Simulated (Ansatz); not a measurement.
CoC:
```
CELL_PARAMETERS angstrom
      0.00000     2.00200     2.00200
      2.00200     0.00000     2.00200
      2.00200     2.00200     0.00000
ATOMIC_POSITIONS crystal
  Co 0.00000 0.00000 0.00000
  C  0.50000 0.50000 0.50000
```
The run is spin-polarised; directions of the spins, atom by atom: 0 0.

This is the PBE-relaxed structure.

Q: All from PBE (plane waves, PAW; program Ansatz), unless another level is named. Estimate the electronic character.

A: metallic (no gap).

Q: And the density of states at the Fermi level?

A: 0.96 states/eV per atom (mean over ±0.08 eV).

Q: And the formation energy from the elements (no fitted shifts)?

A: 0.80 eV/atom.

Space group Fm-3m (rock salt). The start of the workflow was typed in or built on a structure type; neither database checked (COD, Materials Project) lists it. Its standing as an ambient phase is unchecked. Symmetry was held in the PBE relaxation; whether a distortion lowers the energy is not shown. The final state is ferromagnetic, the only order run, not a proven ground state. The cell computed holds one magnetic atom, so no antiferromagnetic order was within reach. Its formation energy is positive at this level, so the cell may be metastable or incomplete. The references are the lowest solids computed at this level, not always the standard phases.

Potentials: the earlier of the program's two PAW sets.
